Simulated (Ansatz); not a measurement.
**The polar optical mode of CaO at -1 GPa, worked through**

Method: Ansatz, DFT LDA, scalar-relativistic, plane waves, PAW. Settings: 420 eV plane-wave cutoff, Γ-centred 8×8×8 mesh, fixed occupations. No spin polarisation. Phonons by linear response, acoustic sum rule imposed.

The cell, relaxed at -1 GPa:
```cif
data_structure
_symmetry_space_group_name_H-M 'Fm-3m'
_symmetry_Int_Tables_number 225
_cell_length_a 4.7202
_cell_length_b 4.7202
_cell_length_c 4.7202
_cell_angle_alpha 90.000
_cell_angle_beta 90.000
_cell_angle_gamma 90.000
_cell_volume 105.17
loop_
_atom_site_label
_atom_site_type_symbol
_atom_site_symmetry_multiplicity
_atom_site_Wyckoff_symbol
_atom_site_fract_x
_atom_site_fract_y
_atom_site_fract_z
_atom_site_occupancy
Ca1 Ca 4 a 0.00000 0.00000 0.00000 1
O1 O 4 b 0.50000 0.00000 0.00000 1
```

Linear response gives ν_TO = 284.6 cm⁻¹, Born charges ±2.371 e (positive on Ca) and ε∞ = 3.876. The primitive cell holds 26.292 Å³, and the masses are 40.078 and 15.999 amu.

**Question.** Find ν_LO and the static dielectric constant.

**Answer.** The long-wave field adds a restoring force: ω_LO² − ω_TO² = Z*²e²/(ε_vac ε∞ μV). In these units ν_LO² − ν_TO² = 4.92064×10⁷ Z*²/(μ V ε∞) cm⁻², with μ = m₁m₂/(m₁ + m₂) = 11.434 amu: 237471 cm⁻². So ν_LO = √(284.6² + 237471) = 564.3 cm⁻¹, and the run gives 564.3. Lyddane–Sachs–Teller then gives ε0 = ε∞ (ν_LO/ν_TO)² = 15.24, against 15.24 in the run (it forms both from the same three quantities, so the match checks the arithmetic only). Between ν_TO and ν_LO the dielectric function is negative and an undamped crystal reflects fully: a reststrahlen band from 17.7 to 35.1 μm.

**Question.** What do the Clausius–Mossotti polarisability and the Szigeti charge come to?

**Answer.** With the Lorentz local field, α = (3V/4π)(ε∞ − 1)/(ε∞ + 2) = 3.07 Å³ for the pair, and e_S = 3Z*/(ε∞ + 2) = 1.21 e. The Born charge includes the electrons' response to the dipole's own local field, and e_S takes that enhancement out. The Lorentz field assumes point-like polarisable ions, a fair picture at this small ε∞.

**Question.** How strongly does a slow electron couple to the LO mode?

**Answer.** For one isotropic parabolic band, Fröhlich's constant is α_F = (1/ε∞ − 1/ε0) √(m* Ry/ħω_LO), with Ry = 13.606 eV, ħω_LO = 70.0 meV and m* in free-electron masses: α_F = 0.1924 × 13.94 × √m* = 2.68 √m*. The band mass isn't part of this run; for m* = 0.1, 0.3 and 1 it gives 0.85, 1.47, 2.68. In weak coupling the polaron lies α_F ħω_LO below the band edge (103 meV at m* = 0.3) with a mass m*(1 + α_F/6); past α_F of about 5 or 6 that expansion fails. A semilocal functional's ε∞ tends to be too large, which taken alone lowers α_F.